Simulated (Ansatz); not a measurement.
LiIn in space group Fd-3m (No. 227; In on 8a, Li on 8b) at seven volumes, plane-wave PAW PBEsol (Ansatz code), scaled uniformly. One row is withheld.

```tsv
V (Å³/atom)	P (GPa)
17.730	4.56
18.315	2.76
18.899	1.26
19.484	0.00
20.069	?
20.653	-1.96
21.238	-2.71
```

Problem. Fit the shown pressures and predict the withheld one.

Solution. P = (3/2)B₀(x^(7/2) − x^(5/2))[1 + (3/4)(B′ − 4)(x − 1)] with x = (V₀/V)^(2/3). Least squares on the six rows gives V₀ = 19.482 Å³/atom, B₀ = 38.6 GPa, B′ = 4.78. At V = 20.069, x = 0.9804 and P = -1.07 GPa. The run itself gave -1.06 GPa.

The workflow started from an entry of the Crystallography Open Database (COD). Whether it is the stable phase at ambient conditions was not checked. The cell was relaxed with PBEsol under the symmetry of its start; of distortions, only those at the zone centre were tested.

Potentials: the later of the program's two PAW sets.
